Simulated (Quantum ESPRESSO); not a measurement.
# Where does C sit best among Si sites?

The results below are calculated, not measured. They come from pw.x of Quantum ESPRESSO 7.5, a plane-wave density functional program, with PseudoDojo standard norm-conserving files (v0.5 for PBE, v0.4.1 for LDA and PBEsol). The cells are made up: elements, strain and atom displacements were drawn at random, and nothing was relaxed. There is no spin polarisation, spin-orbit coupling or dispersion term.

The cell has 8 sites of a zincblende or diamond lattice. Sites 1 to 4 hold X X X X; sites 5 to 8 hold Si Ge Ge Si. Cell vectors in Å: (5.719, 0.000, 0.000); (0.000, 5.719, 0.000); (0.000, 0.000, 5.719). Settings: PBE, cutoff 1116 eV, 6 x 6 x 6 k mesh shifted by half a step, Fermi-Dirac smearing of 0.1 eV.

In each run one of the sites marked X holds C and the others hold Si; cell and positions stay the same. E is the free energy of the cell.

| site of the guest | first shell | mean distance (Å) | E above the lowest (eV) | P (GPa) | force on the guest (eV/Å) |
| --- | --- | --- | --- | --- | --- |
| 1 | Ge2Si2 | 2.470 | 0.216 | -10.94 | 0.177 |
| 2 | Ge2Si2 | 2.495 | 0.324 | -10.66 | 0.497 |
| 3 | Ge2Si2 | 2.504 | 0.356 | -10.59 | 0.361 |
| 4 | Ge2Si2 | 2.444 | 0.000 | -11.39 | 0.058 |

A rerun of one of these cells at 1347 eV and k mesh 8 x 8 x 8 moved values by no more than 0.002 eV in the cell's energy, 0.02 GPa in stress and 0.008 eV/Å in force.

## Reading the table

Site 4 is lowest, by 0.216 eV, over three times the rerun's bound. A straight line of energy against the mean distance has a slope of 5.9 ± 0.8 eV/Å, so the guest costs less on the tighter sites. The positions are random and not relaxed, so the differences hold for this frozen cell and are not site preferences of a real crystal.